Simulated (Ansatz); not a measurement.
BaGaHO2:
```
BaGaHO2
1.0
    3.98003     0.00000     0.00000
    0.00000     3.98003     0.00000
    0.00000     0.00000     3.89773
Ba Ga O H
1 1 2 1
Direct
  0.50000   0.50000   0.50000
  0.00000   0.00000   0.00000
  0.50000   0.00000   0.00000
  0.00000   0.50000   0.00000
  0.00000   0.00000   0.50000
```

Relaxed with r²SCAN. Special points in fractions of this cell's reciprocal vectors: Γ (0.000, 0.000, 0.000); X (0.000, 0.500, 0.000); M (0.500, 0.500, 0.000); Z (0.000, 0.000, 0.500); R (0.000, 0.500, 0.500); A (0.500, 0.500, 0.500).

### Question
List the band energies nearest the valence-band maximum at these points for the program Ansatz at the r²SCAN with spin–orbit coupling level (PAW).

### Answer
In eV from the valence-band maximum; about four levels below and three above (degenerate sets whole), none deeper than 8.9 eV; points with the same levels are listed once.

| k | below | above |
|---|---|---|
| Γ | -0.63 -0.63 -0.57 -0.57 | 4.75 4.75 5.32 5.32 |
| X | -0.99 -0.99 -0.53 -0.53 | 4.31 4.31 6.04 6.04 |
| M | -0.55 -0.55 -0.07 -0.07 | 4.55 4.55 8.08 8.08 |
| Z | -1.06 -1.06 -0.22 -0.22 | 0.88 0.88 7.66 7.66 |
| R | -0.89 -0.89 -0.55 -0.55 | 4.84 4.84 5.55 5.55 |
| A | -0.52 -0.52 0.00 0.00 | 6.81 6.81 6.82 6.82 |

Space group P4/mmm. The start of the workflow was typed in or built on a structure type; neither database checked (COD, Materials Project) lists it. Its standing as an ambient phase is unchecked. Symmetry was held in the r²SCAN relaxation; its stability against distortions is not shown here.

Potentials: the earlier of the program's two PAW sets.
